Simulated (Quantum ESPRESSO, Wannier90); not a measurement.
ZnCdS2 (P-4m2): Wannier90 run

```
begin unit_cell_cart
ang
    3.9543500000    0.0000000000    0.0000000000
    0.0000000000    3.9543500000    0.0000000000
    0.0000000000    0.0000000000    5.7191200000
end unit_cell_cart
begin atoms_frac
Zn   0.0000000000  0.0000000000  0.5000000000
Cd   0.5000000000  0.5000000000  0.0000000000
S    0.5000000000  0.0000000000  0.2764200000
S    0.0000000000  0.5000000000 -0.2764200000
end atoms_frac
```

Structure: Materials Project mp-971712, symmetrised, not relaxed again. Not found in the COD (Crystallography Open Database) copy used; not checked further. Level: PBEsol, spinors with spin-orbit coupling; pw.x of Quantum ESPRESSO at 82 Ry with PseudoDojo potentials, 4×4×4 k-points, Wannier90. Density: 8×8×6 mesh, cold smearing 0.01 Ry.

Bands 41-52 form an isolated set from -5.03 to 0.00 eV relative to the valence-band maximum (on the path) and are turned into 12 Wannier functions by minimising the spread from the start: atomic waves S 3p.

Question: Where do the functions sit, how wide are they and what are they made of?

Answer: 
| functions | spread (Å²) | nearest atom, distance (Å) | second atom, distance (Å) | weight on atomic waves |
|---|---|---|---|---|
| 4 | 2.82 | S 0.26 | Zn 2.23 | S 3p 77 %, Zn 4s 8 %, Zn 3d 7 % |
| 4 | 2.98 | S 0.08 | Zn 2.40 | S 3p 78 %, Cd 5s 5 %, Zn 3d 4 % |
| 4 | 2.67 | S 0.23 | Cd 2.40 | S 3p 80 %, Cd 5s 8 %, Cd 4d 4 % |

Ω_I = 32.79 Å², Ω_total = 33.88 Å²; the interpolated bands follow pw.x to 26 meV rms on the path. Only this start was tried; a symmetric start can stop on a saddle, and mixtures of these functions could lower the total by at most Ω_total − Ω_I.
